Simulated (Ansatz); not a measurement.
Space group Pm-3m (No. 221). a = 4.031 Å, b = 4.031 Å, c = 4.031 Å, α = 90.00°, β = 90.00°, γ = 90.00°
```csv
atom,site,symmetry,x,y,z
K,1a,m-3m,0.0000,0.0000,0.0000
Co,1b,m-3m,0.5000,0.5000,0.5000
F,3c,4/mm.m,0.0000,0.5000,0.5000
```

Equation of state of this KCoF3 structure (not necessarily the ground state), with shape and atoms relaxed at each volume where symmetry leaves them free. It has no gap at any of these volumes. These are results of DFT PBEsol, scalar-relativistic, plane waves, PAW (Ansatz 0.2.0), not measurements.

Cutoff 420 eV; k points 10×10×10 on the computed 5-atom cell (Γ-centred); Gaussian smearing, width 0.10 eV; collinear spin.

| V (Å³/atom) | E − E(largest V) (meV/atom) | P (GPa) |
| --- | --- | --- |
| 11.526 | 32.85 | 13.84 |
| 11.919 | 3.82 | 9.75 |
| 12.312 | -15.24 | 5.94 |
| 12.705 | -25.62 | 2.71 |
| 13.098 | -28.73 | -0.01 |
| 13.491 | -25.73 | -2.30 |
| 13.884 | -17.53 | -4.22 |
| 14.408 | 0.00 | -6.32 |

Problem. Fit a third-order Birch–Murnaghan equation to E(V).

Solution. V0 = 13.09 Å³/atom, B0 = 83 GPa, B0' = 4.6.

The cell holds one magnetic atom, so it can only be ferromagnetic; an antiferromagnetic order may lie lower.

Cost: 8 runs of about 5.8 core-minutes in all, on Arm Neoverse V1 (shared hosts).